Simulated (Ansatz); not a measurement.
All-electron LAPW in Ansatz 0.2.0 under PBE, scalar-relativistic, energies extrapolated to zero smearing. Slabs are 1×1 cells cut from bulk crystals relaxed on PAW files, with atoms then relaxed, 16 to 20 Å of vacuum, a dipole correction, k spacings of 0.16 to 0.26 Å⁻¹ and smearing of 0.02 to 0.1 eV, without spin–orbit coupling or spin polarisation. The bulk type named needn't be the stable one, and no reconstruction is allowed.

| slab | area (Å²) | γ (J/m²) | Φ (eV) | Δd12 (%) |
| --- | --- | --- | --- | --- |
| bcc Mo (111), 4 layers | 17.30 | 3.01 | 4.13 | ? |
| bcc Mo (111), 1 layer | 17.30 | 4.12 | 4.40 | – |
| bcc Mo (111), 6 layers | 17.30 | 3.09 | 3.98 | ? |
| bcc Mo (100), 5 layers | 9.99 | 3.34 | 3.92 | -11.4 |
| bcc Mo (111), 5 layers | 17.30 | 2.99 | – | -21.1 |

(1) What belongs in the row "bcc Mo (111), 4 layers", column "Δd12 (%)"?

(2) Give the missing entry: row "bcc Mo (111), 6 layers", column "Δd12 (%)".

Answers

(1) -12.8.

(2) -19.6.
